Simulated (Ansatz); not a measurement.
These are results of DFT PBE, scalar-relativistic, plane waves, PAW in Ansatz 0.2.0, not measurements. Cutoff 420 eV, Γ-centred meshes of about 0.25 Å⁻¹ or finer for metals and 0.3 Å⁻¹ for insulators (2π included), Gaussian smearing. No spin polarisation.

Relaxed forms of Bi₂Te₂O:

Cell 1.

```
CELL_PARAMETERS angstrom
4.27079 0.00000 0.00000
0.00000 4.27864 0.00000
-0.32884 0.00000 16.20097
ATOMIC_POSITIONS crystal
Bi 0.76746 0.54447 0.64312
Bi 0.21327 0.93451 0.92644
Bi 0.78673 0.43451 0.07356
Bi 0.23254 0.04447 0.35688
Te 0.75493 0.49306 0.82111
Te 0.26064 0.04139 0.59395
Te 0.24507 0.99306 0.17889
Te 0.73936 0.54139 0.40605
O 0.76367 0.98643 0.99956
O 0.23633 0.48643 0.00044
```

Cell 2.

```
CELL_PARAMETERS angstrom
-2.44435 2.44435 6.36061
2.44435 -2.44435 6.36061
2.44435 2.44435 -6.36061
ATOMIC_POSITIONS crystal
Bi 0.50000 0.00000 0.50000
Bi 0.00000 0.50000 0.50000
Te 0.66533 0.66533 0.00000
Te 0.33467 0.33467 0.00000
O 0.00000 0.00000 0.00000
```

Q: Order them by Kohn–Sham gap, widest first, and say which is lowest in energy.

A: Gaps on the mesh: 0.79 eV for cell 1, none for cell 2. Lowest in energy is cell 1; cell 2 lies 134 meV/atom higher. The lowest form also has the widest gap. Counting O or Te atoms around Bi (for each partner element, those within 1.25 times its shortest distance or 1.15 times the sum of covalent radii, where it is the nearest in units of that sum or under 1.3; a slash parts the counts of unlike sites): cell 1 (P2_1, 29.6 Å³/atom) has Bi 5/8; cell 2 (I4/mmm, 30.4 Å³/atom) has Bi 6.

Gaps are read on each cell's k mesh and can be smaller between its points; Kohn–Sham gaps at this level usually fall short of measured ones, and a small gap can close altogether. Weakly bound directions are ill-defined at this level, which has no dispersion term (P2_1, I4/mmm), and this can change margins and order among such cells. These runs have no spin–orbit coupling, which can matter for Bi and Te. The zero gap of I4/mmm may come from the functional, which often closes small gaps. With atoms moved at random, cell 1 came back. Cell 2 had no clear such test and can be a saddle point. Some candidate types were left out of the draw beforehand, so a known form may be missing.
